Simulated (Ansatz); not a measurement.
# Re₄RuW: from a guess to a relaxed structure

Computed with DFT PBE, scalar-relativistic, plane waves, PAW in Ansatz. Cutoff 420 eV, Gaussian smearing, Γ-centred meshes. Cell and atoms relax first on a coarse mesh and then on a finer one. In between, the cell is made exact in the group found at 0.06 Å. In metals the finer mesh still leaves noise of several meV/atom or more. The steps can't lower the symmetry of their start. No spin polarisation in the relaxation; trial moments died out in a coarse test.

The guess for Re₄RuW was made by a generator: random cell by space group and Wyckoff sites (P6/mmm, No. 191). Lengths were set from tabulated atomic sizes, so they are only a guess.

Space group P6/mmm (No. 191). a = 3.538 Å, b = 3.538 Å, c = 9.003 Å, α = 90.00°, β = 90.00°, γ = 120.00°
```json
{"atom": "Re", "site": "4h", "symmetry": "3m.", "x": "0.3333", "y": "0.6667", "z": "0.3689"}
{"atom": "Ru", "site": "1b", "symmetry": "6/mmm", "x": "0.0000", "y": "0.0000", "z": "0.5000"}
{"atom": "W", "site": "1a", "symmetry": "6/mmm", "x": "0.0000", "y": "0.0000", "z": "0.0000"}
```

The zero of energy is the elements' standard structures at the same level; no fitted shifts are applied.

**Question.** What does it relax into?

**Answer.** The symmetry stays P6/mmm (No. 191). The volume per atom shrinks by 6.2 %, from 16.3 to 15.3 Å³. The shortest distance goes from 2.04 Å (Re–Re) to 2.54 Å (Re–Re). The ratio c/a of the conventional cell changes by a factor of 0.49. The energy falls by about 6.3 eV/atom (the start's value is from the coarse mesh). The end is written in a standard setting, so origin, axes and order of atoms can differ from the start's. Conventional cell: a = 4.394 Å, c = 5.473 Å. Around Re lie 5 Re at 2.54–2.79 Å, 3 W at 2.87 Å and 3 Ru at 2.90 Å; Ru has 2 W at 2.74 Å and 12 Re at 2.90 Å; W is surrounded by 2 Ru at 2.74 Å and 12 Re at 2.87 Å.

```cif
data_structure
_symmetry_space_group_name_H-M 'P6/mmm'
_symmetry_Int_Tables_number 191
_cell_length_a 4.3940
_cell_length_b 4.3940
_cell_length_c 5.4730
_cell_angle_alpha 90.000
_cell_angle_beta 90.000
_cell_angle_gamma 120.000
_cell_volume 91.51
loop_
_atom_site_label
_atom_site_type_symbol
_atom_site_symmetry_multiplicity
_atom_site_Wyckoff_symbol
_atom_site_fract_x
_atom_site_fract_y
_atom_site_fract_z
_atom_site_occupancy
Re1 Re 4 h 0.33333 0.66667 0.24504 1
Ru1 Ru 1 b 0.00000 0.00000 0.50000 1
W1 W 1 a 0.00000 0.00000 0.00000 1
```

**Question.** How does it come out in energy, and is it a metal?

**Answer.** The formation energy is +0.17 eV/atom. The gap on the 12×12×8 mesh of the 6-atom cell is 0 eV (a metal).

A positive value: parting into the elements would lower its energy.

The last run used Gaussian smearing of 0.10 eV. These runs have no spin–orbit coupling, which can matter for Re and W. Symmetry constrained the relaxation, so the result can be a saddle point.
